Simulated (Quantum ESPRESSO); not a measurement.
Simulation results for ZnInGaSiAs4 (made-up cell)

All values are calculated (Quantum ESPRESSO 7.5). Calculation on a made-up crystal cell, not a measurement: periodic Kohn-Sham density functional theory in plane waves with PseudoDojo standard norm-conserving scalar-relativistic pseudopotentials, each functional with its own files (v0.5 for PBE, v0.4.1 for LDA and PBEsol), no spin polarisation, no spin-orbit coupling, atoms not relaxed, stress positive in tension, energies less a fixed whole-eV offset for each atom's element; levels are Kohn-Sham levels at fractions of this cell's reciprocal vectors, counted from the reference band (half the neutral cell's valence electrons, rounded up) at Gamma; error bars cover cutoff and k-mesh only, not smearing or the files; added strain carries the atoms with the cell, and shear is the tensor component; each bar is the largest change over components, and at least 0.002 eV, 0.002 eV per angstrom or 0.02 GPa; energies are for the whole cell, and the offsets were chosen from early runs and are not element reference energies.

```xyz
8
Lattice="6.0623 -0.0096 0.0823 -0.0096 6.0179 -0.0306 0.0823 -0.0306 5.9390" Properties=species:S:1:pos:R:3 formula=ZnInGaSiAs4 lattice_type=zincblende/diamond functional=pbe cutoff=1143 fermi_dirac_smearing=0.1 scf_tolerance=1e-07 electrons_removed=0 k_mesh=6_x_6_x_6,shifted_by_half_a_step
Si     0.0431    -0.0112    -0.0603
Ga     0.1551     3.0776     2.9206
Zn     3.1187     0.0322     2.9924
In     2.9740     3.0088     0.1315
As     1.3247     1.5738     1.3662
As     1.5781     4.5638     4.7044
As     4.5921     1.3506     4.5177
As     4.5614     4.5987     1.5658
```

Units: cutoff, fermi_dirac_smearing, scf_tolerance in eV.

Atoms:
```tsv
atoms element	atom site	atom energy offset (eV)
Si	1	-115
Ga	2	-2080
Zn	3	-5687
In	4	-1808
As	5	-2887
As	6	-2887
As	7	-2887
As	8	-2887
```

Q: What stress xy does the calculation give for ZnInGaSiAs4 (made-up cell)?
A: 0.3342 GPa

Q: Give the missing stress yz for ZnInGaSiAs4 (made-up cell).
A: -0.5449 GPa

Q: Give the table of forces values for ZnInGaSiAs4 (made-up cell).
A: 
Forces:
```tsv
site	x (eV/Å)	y (eV/Å)	z (eV/Å)
1	-1.382	0.5234	0.6072
2	-1.052	0.1767	0.7177
3	-0.4908	0.01775	0.08662
4	1.373	-0.1218	-0.2789
5	0.1025	-1.728	1.124
6	-0.1638	0.5386	-2.158
7	0.8112	0.3219	-0.2272
8	0.8024	0.2716	0.1289
```

Further results for ZnInGaSiAs4 (made-up cell):

- free energy less offsets: 0.04952 eV
- smearing term minus ts: -0.02085 eV
- scf iterations: 10
- pressure: -3.304 GPa
- stress xx: 3.484 GPa
- stress yy: 3.438 GPa
- stress zz: 2.991 GPa
- stress xz: 1.491 GPa
- error bar energy: 0.003669 eV
- error bar stress: 0.02 GPa
- error bar force: 0.002857 eV/Å
- error bars from: tighter rerun of a related cell
